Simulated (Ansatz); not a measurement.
**Compressing LiH: a fit and a missing row**

LiH, Fm-3m, a = 4.005 Å. Ansatz: r2SCAN, PAW, 500 eV, Γ-centred 10×10×10 mesh on 2 atoms, Gaussian smearing 0.02 eV; no spin polarisation. Symmetry fixes shape and atoms, so the cell is only scaled; pressure is positive in compression.

| V (Å³/atom) | P (GPa) |
| --- | --- |
| 7.065 | ? |
| 7.306 | 4.02 |
| 7.546 | 2.50 |
| 7.787 | 1.18 |
| 8.028 | 0.02 |
| 8.269 | -1.00 |
| 8.510 | -1.90 |
| 8.831 | -2.93 |

Task: Take V0 = 8.028 Å³/atom, count pressures from its P0 = 0.02 GPa, fit the third-order Birch–Murnaghan form to the other rows, and predict the missing pressure.

Result: With the Eulerian strain f = ½[(V0/V)^(2/3) − 1] and y = (P − P0)/[3f(1 + 2f)^(5/2)], the form is the line y = B0 + 1.5 B0 (B0′ − 4) f. Rows (f, y): 0.03242, 35.1; 0.02107, 35.4; 0.01026, 35.8; -0.00976, 36.6; -0.01906, 37.0; -0.03079, 37.4. Means f = 0.0006900, y = 36.217; Σ(Δf)² = 0.003004, ΣΔfΔy = -0.1128; the slope is their ratio. y = 36.24 − 37.55 f GPa, so B0 = 36.2 GPa and B0′ = 4 + 2 × (-37.55)/(3 × 36.24) = 3.31. At V = 7.065, f = 0.04446, y = 34.57 and P = 5.73 GPa. The run gave 5.75 GPa, so the fit is 0.02 GPa too low, a small miss on the scale of the series.